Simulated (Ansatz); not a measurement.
The relaxed structure here is a generated cell of Pt: the first start was made by placing the elements on the sites of a structure type, and the end was not matched to a known phase here, so it may be hypothetical. Known forms of Pt include space group No. 225.

A relaxed cell of Pt (P6₃/mmc (No. 194)), relaxed on a k-mesh at least as fine as the one used below. These are r2SCAN (plane waves to 500 eV, PAW, scalar-relativistic; Ansatz, a first-principles code) values and carry that method's errors. Γ-centred k-mesh 14×14×7 on the run's cell (coarser than for final values), Fermi–Dirac smearing 0.05 eV.

```
Pt
1.0
    2.73607     0.00000     0.00000
   -1.36803     2.36950     0.00000
    0.00000     0.00000     4.75345
Pt
2
Cartesian
  0.00000   1.57967   1.18836
  1.36803   0.78983   3.56509
```

The atoms are displaced along an unstable phonon of this cell by (Å):

| atom | ux | uy | uz |
|---|---|---|---|
| Pt1 | 0.000 | -0.150 | 0.000 |
| Pt2 | 0.000 | 0.150 | 0.000 |

Question: What forces (eV/Å) and pressure result?

Answer: 
```
atom    Fx     Fy    Fz
----  ----  -----  ----
Pt1   0.00  -0.24  0.00
Pt2   0.00   0.24  0.00
```

Pressure +0.3 GPa.

The undisplaced cell is probably no minimum: from this displacement the run went on to I4/mmm (No. 139), 0.07 eV/atom below it.

No spin polarisation in the result.
